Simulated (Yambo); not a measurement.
YOF: lowest vertical excitons

```
CELL_PARAMETERS angstrom
      3.83227     0.00000     0.00000
      0.00000     3.83227     0.00000
      0.00000     0.00000     5.44666
ATOMIC_POSITIONS crystal
  O  0.00000 0.00000 0.50000
  O  0.50000 0.50000 0.50000
  F  0.50000 0.50000 0.00000
  F  0.00000 0.00000 0.00000
  Y  0.50000 0.00000 0.71148
  Y  0.00000 0.50000 0.28852
```

The geometry is that of Materials Project entry mp-10219, symmetrised and not relaxed again.

BSE in Yambo on PBEsol (Quantum ESPRESSO, PseudoDojo norm-conserving, 84 Ry, without SOC) bands: 8×8×6 mesh, 6 valence and 6 conduction bands, static screening with 53 bands and a 3 Ry block, scissor 1.69 eV, Tamm-Dancoff; field along x.

| state | energy (eV) | states within 2 meV | relative strength | class | main transitions |
|---|---|---|---|---|---|
| 1 | 5.91 | 1 | < 0.01 | dark | several band pairs |
| 2 | 5.93 | 1 | < 0.01 | dark | VB → CB (65 %) |
| 3 | 5.94 | 2 | < 0.01 | dark | VB → CB (65 %) |
| 4 | 6.01 | 1 | < 0.01 | dark | several band pairs |
| 5 | 6.12 | 2 | 1.00 | strong | several band pairs |
| 6 | 6.35 | 1 | < 0.01 | dark | several band pairs |
| 7 | 6.39 | 2 | 0.80 | strong | several band pairs |
| 8 | 6.43 | 2 | < 0.01 | dark | several band pairs |
| 9 | 6.47 | 2 | 0.21 | strong | several band pairs |
| 10 | 6.51 | 3 | < 0.01 | weak | several band pairs |

These are vertical excitations (zero momentum); the indirect quasiparticle gap, about 6.62 eV, is smaller than the direct one (6.89 eV on the GW mesh). The direct quasiparticle gap on this mesh is 6.89 eV; counted from there, state 1 is bound by 0.98 eV. On a 4×4×2 mesh the same difference is 0.97 eV.

Spin singlets only. Strengths are relative to the strongest of the lowest states of this run; strong means a line over 3 % of the spectrum's maximum, dark under 0.03 %. Absolute energies carry the error of the G0W0 scissor, whose convergence isn't established; the long-wavelength screening was taken along (1,1,1) although the crystal is anisotropic.

The structure is a Materials Project entry; no match was found in the copy of COD used, and its stability was not checked.
